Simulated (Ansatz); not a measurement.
Here is the system:

TaW3 in space group Fm-3m (No. 225; Ta on 4a, W on 8c, W on 4b), a = b = c = 6.3576 Å, α = β = γ = 90.00°; the cell used has 4 atoms.

This is the PBEsol-relaxed structure.

**Question.** All from PBEsol in the plane-wave PAW code Ansatz, unless another level is named. Predict the formation energy from the elements (no fitted shifts).

**Answer.** -0.095 eV/atom.

**Question.** Give the density of states at the Fermi level.

**Answer.** 0.43 states/eV per atom (mean over ±0.08 eV).

The first step of the workflow began from a Materials Project structure, measured or hypothetical; the Crystallography Open Database copy checked does not list it. With Ta and W taken as one species the cell has the higher symmetry Im-3m, so it may be an ordered model of a mixed-site phase. Its standing as an ambient phase is unchecked. The PBEsol relaxation kept the symmetry of its start; whether a distortion lowers the energy is not shown. The run is not spin-polarised. The references are the lowest solids computed at this level, not always the standard phases. Spin–orbit coupling is left out wherever it is not named.

Potentials: the later of the program's two PAW sets.
